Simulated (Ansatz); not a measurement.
Sc$_{2}$BC$_{2}$:
```cif
data_C2BSc2
_chemical_formula_sum 'B1 Sc2 C2'
_space_group_name_H-M_alt 'P 1'
_space_group_IT_number 1
_cell_length_a 5.82763
_cell_length_b 5.82763
_cell_length_c 5.82763
_cell_angle_alpha 146.763
_cell_angle_beta 146.763
_cell_angle_gamma 47.714
loop_
_space_group_symop_operation_xyz
  'x, y, z'
loop_
_atom_site_label
_atom_site_type_symbol
_atom_site_fract_x
_atom_site_fract_y
_atom_site_fract_z
_atom_site_occupancy
B1 B 0.00000 0.00000 0.00000 1
Sc1 Sc 0.34753 0.34753 0.00000 1
Sc2 Sc 0.65247 0.65247 0.00000 1
C1 C 0.13855 0.13855 0.00000 1
C2 C 0.86145 0.86145 0.00000 1
```

Relaxed with r²SCAN.

Problem. Tabulate the valence density and the electron localisation function along the shortest B–Sc contact (2.86 Å), r²SCAN in the plane-wave PAW code Ansatz.

Solution. 

| distance from B (Å) | density (e/Å³) | ELF |
|---|---|---|
| 0.29 | 0.55 | 0.07 |
| 0.43 | 0.70 | 0.30 |
| 0.57 | 0.70 | 0.57 |
| 0.72 | 0.60 | 0.70 |
| 0.86 | 0.48 | 0.73 |
| 1.00 | 0.38 | 0.70 |
| 1.15 | 0.31 | 0.64 |
| 1.29 | 0.25 | 0.52 |
| 1.43 | 0.21 | 0.32 |
| 1.57 | 0.19 | 0.13 |
| 1.72 | 0.21 | 0.07 |
| 1.86 | 0.34 | 0.14 |
| 2.00 | 0.78 | 0.44 |
| 2.15 | 1.82 | 0.70 |
| 2.29 | 3.56 | 0.75 |
| 2.43 | 5.52 | 0.64 |
| 2.58 | 6.85 | 0.35 |

The density is the valence pseudo-density with augmentation charge, so density and ELF within about 1 Å of a nucleus are not all-electron values.

Space group I4/mmm. The workflow started from an entry of the Crystallography Open Database (COD). Its standing as an ambient phase is unchecked. The cell was relaxed with r²SCAN under the symmetry of its start; its stability against distortions is not shown here. No spin polarisation was allowed.

Potentials: the later of the program's two PAW sets.
